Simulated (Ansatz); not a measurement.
BaO:
Space group Fm-3m (No. 225); a = b = c = 5.4340 Å, α = β = γ = 90.00°

```tsv
atom	site	symmetry	x	y	z
Ba	4a	m-3m	0.0000	0.0000	0.0000
O	4b	m-3m	0.5000	0.5000	0.5000
```
(The calculation used a cell of 2 atoms; values per cell refer to that cell.)

Relaxed with LDA.

Question: Decompose the optical modes at the zone centre into irreducible representations, and say which are infrared and Raman allowed.

Answer: Point group m-3m: Γ_opt = T1u. Infrared: T1u. Raman: none.

Question: Assign frequencies (DFPT, the program Ansatz at the LDA level (PAW); without the LO–TO term).

Answer: T1u 86 cm⁻¹.

The LDA relaxation kept the symmetry of its start; phonons on a q-mesh show no instability. Spin–orbit coupling is left out wherever it is not named.

Potentials: the later of the program's two PAW sets.
